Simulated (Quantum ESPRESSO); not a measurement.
**Band energies of HgZnTe2**

```
CELL_PARAMETERS angstrom
      4.43361     0.00000     0.00000
      0.00000     4.43361     0.00000
      0.00000     0.00000     6.30741
ATOMIC_POSITIONS crystal
  Zn 0.50000 0.50000 0.50000
  Te 0.00000 0.50000 0.27123
  Te 0.50000 0.00000 0.72877
  Hg 0.00000 0.00000 0.00000
```

PBEsol (pw.x of Quantum ESPRESSO, ONCV potentials, with spin-orbit coupling); path ΓXMΓZRAZ,XR,MA; energies in eV from the valence-band maximum.

```csv
k (1/Å),point,band 72,band 73,band 74,band 75,band 76,band 77,band 78,band 79
0.00,Γ,0.00,0.12,0.12,1.86,1.86,2.32,2.32,3.59
0.35,,-0.33,1.56,1.69,2.16,2.28,3.60,3.92,4.25
0.71,X,-0.93,2.29,2.29,2.51,2.51,4.45,4.45,5.00
1.06,,-1.89,1.92,2.10,2.76,2.86,3.15,3.35,3.46
1.42,M,-2.23,1.13,1.13,2.07,2.07,2.22,2.22,2.56
1.53,,-2.20,1.20,1.26,2.12,2.13,2.32,2.36,2.67
1.86,,-1.47,1.89,1.94,2.67,2.73,3.71,4.00,4.18
2.20,,-0.30,1.33,1.35,2.34,2.53,2.75,2.77,3.43
2.42,Γ,0.00,0.12,0.12,1.86,1.86,2.32,2.32,3.59
2.54,,-0.03,0.67,0.67,1.85,1.85,2.41,2.41,3.62
2.92,Z,-1.18,2.06,2.06,2.06,2.06,2.93,2.93,3.08
3.02,,-1.12,2.04,2.12,2.14,2.27,2.94,2.95,3.12
3.32,,-0.90,1.40,1.55,1.85,1.94,4.02,4.16,4.45
3.63,R,-0.67,0.62,0.62,1.26,1.26,4.32,4.32,4.78
3.93,,-1.41,1.92,1.99,2.63,2.63,4.00,4.23,4.32
4.33,A,-2.63,3.12,3.12,4.03,4.03,4.49,4.49,4.54
4.61,,-1.67,2.50,2.53,3.19,3.24,4.59,4.67,4.84
4.88,,-0.86,1.89,2.12,2.75,2.87,4.48,4.59,4.62
5.15,,-1.04,2.11,2.27,2.39,2.47,3.02,3.07,3.31
5.34,Z,-1.18,2.06,2.06,2.06,2.06,2.93,2.93,3.08
5.34,X,-0.93,2.29,2.29,2.51,2.51,4.45,4.45,5.00
5.44,,-0.92,2.19,2.19,2.37,2.37,4.44,4.44,4.71
5.74,,-0.74,0.86,0.86,1.40,1.40,4.30,4.30,4.79
5.83,R,-0.67,0.62,0.62,1.26,1.26,4.32,4.32,4.78
5.83,M,-2.23,1.13,1.13,2.07,2.07,2.22,2.22,2.56
5.93,,-2.27,1.29,1.29,2.20,2.20,2.36,2.36,2.66
6.33,A,-2.63,3.12,3.12,4.03,4.03,4.49,4.49,4.54
```

The PBEsol gap is direct, 0.12 eV at Γ.

So small a PBEsol gap in heavy elements may be inverted, where one-shot corrections to single bands mislead.

Geometry relaxed with PBEsol.

The structure is a Materials Project entry; no match was found in the copy of COD used, and its stability was not checked.
